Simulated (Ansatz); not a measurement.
Space group Fd-3m:1 (No. 227). a = 7.380 Å, b = 7.380 Å, c = 7.380 Å, α = 90.00°, β = 90.00°, γ = 90.00°
```tsv
atom	site	symmetry	x	y	z
Li	8a	-43m	0.5000	0.0000	0.5000
Pt	16d	.-3m	0.1250	0.6250	0.1250
```

Equation of state of this LiPt2 structure (not necessarily the ground state), with shape and atoms relaxed at each volume where symmetry leaves them free. It has no gap at any of these volumes. Level of theory: Ansatz, DFT r2SCAN, scalar-relativistic, plane waves, PAW.

Plane waves to 500 eV, a k mesh through Γ of 8×8×8 on the computed 6-atom cell and Gaussian smearing (0.10 eV); no spin polarisation.

```tsv
V (Å³/atom)	E − E(largest V) (meV/atom)	P (GPa)
14.737	80.87	26.37
15.239	11.91	17.89
15.742	-32.71	10.81
16.244	-57.04	4.91
16.746	-64.44	-0.01
17.249	-57.76	-4.10
17.751	-39.36	-7.50
18.421	0.00	-11.14
```

Q: Fit a third-order Birch–Murnaghan equation to E(V).

A: V0 = 16.74 Å³/atom, B0 = 149 GPa, B0' = 5.1.

Spin-orbit coupling is left out, which matters for the bands of heavy elements.

Cost: 8 runs of about 2.6 core-minutes in all, on Arm Neoverse V2 (shared hosts).